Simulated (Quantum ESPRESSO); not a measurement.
**Band energies of WC**

```
CELL_PARAMETERS angstrom
      2.91659     0.00000     0.00000
     -1.45829     2.52584     0.00000
      0.00000     0.00000     2.83944
ATOMIC_POSITIONS crystal
  C  0.66667 0.33333 0.50000
  W  0.00000 0.00000 0.00000
```

PBEsol (Quantum ESPRESSO, PseudoDojo norm-conserving, 82 Ry, scalar-relativistic); path ΓMKΓALHA,LM,KH; energies in eV from the Fermi level.

| k (1/Å) | point | band 5 | band 6 | band 7 | band 8 | band 9 | band 10 | band 11 | band 12 |
|---|---|---|---|---|---|---|---|---|---|
| 0.00 | Γ | -14.38 | -4.28 | -3.32 | -3.32 | 0.13 | 3.19 | 3.19 | 5.60 |
| 0.79 |  | -12.23 | -6.13 | -3.14 | -2.87 | -1.37 | 2.55 | 3.57 | 4.61 |
| 1.24 | M | -11.03 | -7.01 | -3.56 | -3.55 | -0.46 | 2.31 | 4.46 | 4.81 |
| 1.72 |  | -10.50 | -6.71 | -4.17 | -3.43 | 0.20 | 0.94 | 2.64 | 3.81 |
| 1.96 | K | -10.28 | -6.55 | -4.55 | -3.40 | 0.62 | 0.98 | 2.00 | 3.20 |
| 2.58 |  | -12.05 | -6.09 | -3.09 | -2.86 | -1.53 | 1.95 | 2.94 | 4.93 |
| 3.30 |  | -14.33 | -4.26 | -3.39 | -3.28 | -0.02 | 3.17 | 3.35 | 5.50 |
| 3.40 | Γ | -14.38 | -4.28 | -3.32 | -3.32 | 0.13 | 3.19 | 3.19 | 5.60 |
| 4.10 |  | -12.21 | -6.50 | -2.41 | -2.41 | 0.00 | 0.00 | 1.87 | 5.43 |
| 4.50 | A | -10.34 | -8.62 | -2.02 | -2.02 | -0.59 | -0.59 | 3.68 | 4.50 |
| 4.92 |  | -10.57 | -7.78 | -2.78 | -2.55 | -1.48 | 0.31 | 4.38 | 4.59 |
| 5.64 |  | -11.19 | -6.42 | -4.28 | -4.13 | 0.11 | 4.22 | 5.28 | 6.51 |
| 5.75 | L | -11.20 | -6.42 | -4.30 | -4.16 | 0.28 | 4.37 | 5.26 | 6.59 |
| 6.47 | H | -10.86 | -7.18 | -5.38 | -1.60 | -0.65 | 4.35 | 6.31 | 7.53 |
| 7.23 |  | -10.81 | -6.77 | -4.29 | -2.39 | -2.01 | 1.85 | 4.90 | 4.93 |
| 7.90 | A | -10.34 | -8.62 | -2.02 | -2.02 | -0.59 | -0.59 | 3.68 | 4.50 |
| 7.90 | L | -11.20 | -6.42 | -4.30 | -4.16 | 0.28 | 4.37 | 5.26 | 6.59 |
| 8.61 |  | -10.88 | -7.17 | -4.20 | -2.19 | -1.65 | 3.65 | 4.05 | 5.48 |
| 9.01 | M | -11.03 | -7.01 | -3.56 | -3.55 | -0.46 | 2.31 | 4.46 | 4.81 |
| 9.01 | K | -10.28 | -6.55 | -4.55 | -3.40 | 0.62 | 0.98 | 2.00 | 3.20 |
| 9.31 |  | -10.36 | -5.86 | -5.09 | -3.95 | -0.52 | 2.29 | 3.17 | 4.05 |
| 10.12 | H | -10.86 | -7.18 | -5.38 | -1.60 | -0.65 | 4.35 | 6.31 | 7.53 |

A metal at this level: along this path bands 9, 10 cross the Fermi level.

Spin-orbit coupling is left out; for elements this heavy it splits bands near the Fermi level.

Geometry of the Materials Project entry, not relaxed at this level.
